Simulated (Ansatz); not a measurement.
# An inverse problem

Cell vectors (Å):

```
3.8958 0.0000 0.0000
0.0000 3.8958 0.0000
0.0000 0.0000 3.8958
```

| atom | a | b | c |
| --- | --- | --- | --- |
| La | 0.5000 | 0.5000 | 0.5000 |
| X | 0.0000 | 0.0000 | 0.0000 |

These are results of PBEsol, PAW on Ansatz 0.2.0's default frozen-core files (fitted under PBE), scalar-relativistic, not measurements. k mesh 12×12×12, strains of ±0.008, Fermi-Dirac smearing of 0.100 eV.

Elastic constants of a crystal by Kohn-Sham DFT: slopes of the stress over finite engineering strains of the given cell, Voigt indices, Cartesian axes as in the cell vectors.

| index | elastic (GPa) |
| --- | --- |
| 11 | 62.4 |
| 12 | 48.9 |
| 44 | 39.3 |

Problem. All X atoms are one element. Which one was computed?

Solution. In; the crystal is LaIn (Pm-3m, a database entry that needn't be its stable phase).

Caveats: frozen-core PAW files fitted under PBE, their cores solved anew for the functional of the run; responses of metals move with mesh and smearing; the softest shear constant rests on one k mesh, and a soft shear can herald a distortion on cooling.
